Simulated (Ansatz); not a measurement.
## Fields on a plane of Pd (fcc, Cu type)

```
CELL_PARAMETERS angstrom
      0.00000     1.95572     1.95572
      1.95572     0.00000     1.95572
      1.95572     1.95572     0.00000
ATOMIC_POSITIONS crystal
  Pd 0.00000 0.00000 0.00000
```

The slice is a {110} plane (indices of the conventional cell) through the point (0.000, 0.000, 0.000) (fractional), spanned by u = [100] and v = [1 -1 -1] in vectors of this cell: u (2.77 Å) and v (3.91 Å, at 90° to u). It covers one period; positions are fractions (u, v).

Atoms on it: Pd at (0.00, 0.00).

The numbers are results of r2SCAN (plane waves to 500 eV, PAW, scalar-relativistic; Ansatz, a program for electronic structure), not measurements. k mesh 20×20×20. Near the nuclei the fields are pseudised (PAW); where an atom keeps semicore shells as valence, they peak there. Pd is run without spin polarisation. Pd was relaxed with its symmetry unable to fall. The PAW data are Ansatz's earlier set.

```
|xxxxxxxxxxxxxxxxxx114455554411xxxxxxxxxxxxxxxx|
|xxxxxxxxxxxxxxxxxx114455554411xxxxxxxxxxxxxxxx|
|xxxxxxxxxxxxxxxx0022556666552200xxxxxxxxxxxxxx|
|xxxxxxxxxxxxxxxx0044556666554400xxxxxxxxxxxxxx|
|xxxxxxxxxxxxxx00225566777766552200xxxxxxxxxxxx|
|xxxxxxxxxxxx002244667777777766442200xxxxxxxxxx|
|xxxxxxxxxx0022446677778888777766442200xxxxxxxx|
|xxxx0000113344666677888888887766664433110000xx|
|2222223344556677777788888888777777665544332222|
|5555556666667777777777777777777777776666665555|
|7777777777777777777777777777777777777777777777|
|8888888888888877777777666677777777888888888888|
|9999999988888877776666666666667777888888999999|
|9999999988888877666666555566666677888888999999|
|9999999999888877666655555555666677888899999999|
|9999999999887777666655555555666677778899999999|
|9999999999888877666655555555666677888899999999|
|9999999988888877666666555566666677888888999999|
|9999999988888877776666666666667777888888999999|
|8888888888888877777777666677777777888888888888|
|7777777777777777777777777777777777777777777777|
|5555556666667777777777777777777777776666665555|
|2222223344556677777788888888777777665544332222|
|xxxx0000113344666677888888887766664433110000xx|
|xxxxxxxxxx0022446677778888777766442200xxxxxxxx|
|xxxxxxxxxxxx002244667777777766442200xxxxxxxxxx|
|xxxxxxxxxxxxxx00225566777766552200xxxxxxxxxxxx|
|xxxxxxxxxxxxxxxx0044556666554400xxxxxxxxxxxxxx|
|xxxxxxxxxxxxxxxx0022556666552200xxxxxxxxxxxxxx|
|xxxxxxxxxxxxxxxxxx114455554411xxxxxxxxxxxxxxxx|
|xxxxxxxxxxxxxxxxxx114455554411xxxxxxxxxxxxxxxx|
|xxxxxxxxxxxxxxxxxx003355553300xxxxxxxxxxxxxxxx|
```
Scale: ten equal steps from 4.00 (start of '0') to 12.63 (end of '9'), in the order '0123456789'. Values: electrostatic potential energy of an electron, from the cell's mean, in eV. The map has 23 points along u (two characters each, u = 0 at the left) and 32 along v (v = 0 in the bottom row). Points within 1 Å of a nucleus are blanked (x), as the pseudised field means little there. Values under 4 eV are set to 4. The zero, the cell's mean, hangs on the PAW cores.

```tsv
v \ u	0.00	0.13	0.26	0.39	0.52	0.65	0.78	0.91
0.94	x	x	0.43	0.22	0.19	0.29	0.43	x
0.84	0.47	0.45	0.31	0.18	0.20	0.20	0.38	0.46
0.75	0.33	0.27	0.19	0.21	0.22	0.19	0.20	0.30
0.66	0.16	0.17	0.19	0.20	0.20	0.20	0.18	0.17
0.56	0.14	0.15	0.17	0.18	0.19	0.18	0.16	0.15
0.47	0.14	0.15	0.17	0.18	0.19	0.18	0.16	0.14
0.38	0.15	0.16	0.18	0.19	0.19	0.19	0.17	0.16
0.28	0.24	0.20	0.19	0.21	0.22	0.20	0.18	0.22
0.19	0.49	0.43	0.25	0.19	0.21	0.19	0.32	0.46
0.09	x	0.38	0.40	0.20	0.19	0.26	0.43	x
0.00	x	x	0.44	0.23	0.19	0.32	0.43	x
```

Values: electron localisation function (ELF). Points within 0.5 Å of a nucleus are blanked (x), as the pseudised field means little there.

The density on the Pd–Pd line (2.77 Å) at its midpoint is 0.29 e/Å³ and the ELF at that point is 0.2.
